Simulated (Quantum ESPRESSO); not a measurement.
# Ru6AuHf: a guest atom moved from site to site

Simulated, not a measurement. The program is pw.x of Quantum ESPRESSO 7.5 (plane-wave density functional theory). The cell is made up: eight metal atoms on a hexagonal close-packed lattice, with elements, volume, strain and displacements drawn at random and not relaxed, so it may be unstable or far from any real phase. PseudoDojo standard norm-conserving files set the functional (PBE unless stated); there is no spin polarisation or spin-orbit coupling, the Fermi-Dirac width of 0.25 eV means electrons at about 2900 K, and the masses in the input are unused placeholders. Heavy elements are run without spin-orbit coupling, which real alloys of them have. A spin test at this wide smearing found no moment, but such smearing suppresses magnetism that the real alloy may have.

The runs move one Au atom among sites that otherwise hold Ru. Cell, positions, cutoff, mesh and smearing stay as in the input of run 1; sites are counted in its order. Stress in the tables is positive in tension.

Input of run 1:

```
&control calculation='scf', pseudo_dir='./dojo.nc.sr.pbe.v0_5.standard.upf', outdir='./o', disk_io='minimal', tprnfor=.true., tstress=.true. /
&system ibrav=0, nat=8, ntyp=3, nbnd=81, ecutwfc=84.00895049, nosym=.true., tot_charge=0,
 occupations='smearing', smearing='fd', degauss=0.0183746611
/
&electrons conv_thr=1.470e-08, electron_maxstep=70, mixing_beta=0.5 /
ATOMIC_SPECIES
Au 1.0 Au.upf
Hf 1.0 Hf.upf
Ru 1.0 Ru.upf
CELL_PARAMETERS angstrom
-2.8124 -0.0103 -0.002
0.0147 5.0157 -4.69
-0.021 -5.0055 -4.6792
ATOMIC_POSITIONS angstrom
Ru -0.0192 0.2345 0.0081
Au 0.0097 1.7999 -2.2421
Ru 0.01 0.0041 -4.6952
Hf 0.0681 1.7075 -6.905
Ru -1.34 -0.7855 -2.3668
Ru -1.4811 -2.5311 -4.7147
Ru -1.3384 -1.0216 -6.9483
Ru -1.3424 2.5976 -4.6796
K_POINTS automatic
8 4 4 1 1 1
```

```
run  elements on sites 1 to 8  free energy less that of run 1 (eV)  -TS (eV)  pressure (GPa)  stress xx (GPa)  stress yy (GPa)  stress zz (GPa)  stress yz (GPa)  stress xz (GPa)  stress xy (GPa)  iterations
  1   Ru Au Ru Hf Ru Ru Ru Ru                                0.000    -2.263          -11.70             5.58            12.58            16.95             0.53            -0.14             0.70          26
  2   Ru Ru Au Hf Ru Ru Ru Ru                               -0.596    -2.131          -12.92             7.05            14.12            17.59             0.89            -0.28             0.20          21
  3   Ru Ru Ru Hf Ru Au Ru Ru                               -0.141    -2.128          -12.45             5.75            13.77            17.84             0.06             0.00             0.24          22
  4   Ru Ru Ru Hf Ru Ru Au Ru                               -0.360    -2.090          -12.65             6.29            12.50            19.16             0.59            -0.27             0.57          23
```

Forces Fx Fy Fz (eV/Å):

```
site              run 1             run 2             run 3             run 4
   1    0.07 -1.79 0.28  0.06 -1.50 -0.47  0.06 -3.34 -0.50  0.05 -1.22 -1.18
   2   0.30 -2.31 -1.48   0.15 -1.05 0.03  0.20 -1.31 -2.08  0.25 -3.28 -0.37
   3    0.05 -0.16 0.26    0.10 0.09 0.62    0.04 0.55 0.45    0.10 0.32 1.80
   4  -0.02 -0.07 -0.38  -0.07 0.27 -0.72  -0.09 -0.14 0.08  -0.04 0.32 -0.18
   5    -0.24 0.00 0.12   -0.22 0.21 1.21   -0.17 0.88 0.61   -0.23 0.98 0.11
   6     0.43 1.05 1.31   0.46 0.04 -0.10    0.38 1.64 1.25    0.41 0.47 0.44
   7   -0.48 3.12 -0.09  -0.39 1.07 -1.21  -0.28 1.64 -0.63  -0.38 2.72 -0.67
   8   -0.11 0.16 -0.01   -0.09 0.86 0.64   -0.14 0.07 0.81  -0.15 -0.31 0.05
```

The sites are displaced and not relaxed, so the energy differences mix bonding between neighbours with strain and are not ordering energies. A rerun of one cell of this series at a higher cutoff and on a denser mesh moved values by no more than 0.013 eV in energy, 0.17 GPa in stress and 0.007 eV/Å in force, and a second program with other atomic files agreed on that cell to 2 % rms in force and 0.5 GPa in pressure.